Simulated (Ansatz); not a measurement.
Total density of states per atom from LDA in the plane-wave PAW code Ansatz, in 0.25 eV bins, energy from the valence-band maximum:

```
E (eV) | states/eV/atom
    -7.85 |  0.00
    -7.60 |  0.00
    -7.35 |  0.00
    -7.10 |  0.00
    -6.85 | # 0.03
    -6.60 | ### 0.07
    -6.35 | #### 0.12
    -6.10 | ######### 0.22
    -5.85 | ############### 0.39
    -5.60 | ####################### 0.58
    -5.35 | ####################### 0.60
    -5.10 | ############# 0.34
    -4.85 | ############### 0.37
    -4.60 | ############ 0.31
    -4.35 | ######## 0.21
    -4.10 | ########### 0.27
    -3.85 | ########### 0.28
    -3.60 | ########### 0.29
    -3.35 | ################ 0.42
    -3.10 | ################# 0.45
    -2.85 | ################# 0.44
    -2.60 | ###################### 0.57
    -2.35 | ########################## 0.67
    -2.10 | ########################### 0.70
    -1.85 | ############################## 0.77
    -1.60 | ############################ 0.73
    -1.35 | ########################### 0.69
    -1.10 | ############################ 0.71
    -0.85 | ######################### 0.64
    -0.60 | ######################### 0.64
    -0.35 | ############## 0.37
    -0.10 | #### 0.11
     0.15 |  0.00
     0.40 |  0.00
     0.65 |  0.00
     0.90 |  0.00
     1.15 |  0.00
     1.40 |  0.00
     1.65 |  0.00
     1.90 |  0.00
     2.15 |  0.00
     2.40 |  0.00
     2.65 |  0.00
     2.90 |  0.00
     3.15 |  0.00
     3.40 | # 0.01
     3.65 | ## 0.04
     3.90 | ### 0.07
     4.15 | #### 0.09
     4.40 | ##### 0.12
     4.65 | ###### 0.15
     4.90 | ####### 0.19
     5.15 | ########## 0.25
     5.40 | ############# 0.34
     5.65 | ################# 0.45
     5.90 | #################### 0.51
     6.15 | #################### 0.51
     6.40 | ############### 0.38
     6.65 | ############ 0.32
     6.90 | ############ 0.32
     7.15 | ########## 0.26
     7.40 | #### 0.10
     7.65 | ##### 0.12
     7.90 | ################ 0.40
```

Task: Pick the material that matches.
(A) TiSi, CsCl type
(B) GaN, wurtzite
(C) AlGaN2, P-4m2 (Al on 1c, Ga on 1a, N on 2g)
(D) GaN, zinc blende

Result: C, AlGaN2, P-4m2 (Al on 1c, Ga on 1a, N on 2g). Top 1 eV of the valence band: N 2p 88 %, Ga 4p 5 %. Bottom 1 eV of the conduction band: N 2s 26 %, Ga 4p 24 %, Al 3p 22 %, N 2p 8 %, Ga 4s 6 %, outside the projected shells 10 %. Projections are on Löwdin-orthogonalised atomic valence shells; empty p or d shells of many metals are not among them.

The workflow started from a Materials Project entry (that database holds measured and hypothetical structures alike); the Crystallography Open Database copy checked does not list it. With Al and Ga taken as one species the cell has the higher symmetry F-43m, so it may be an ordered model of a mixed-site phase. Its standing as an ambient phase is unchecked. The LDA relaxation kept the symmetry of its start; phonons on a q-mesh show no instability. Spin–orbit coupling is left out wherever it is not named.

Potentials: the later of the program's two PAW sets.
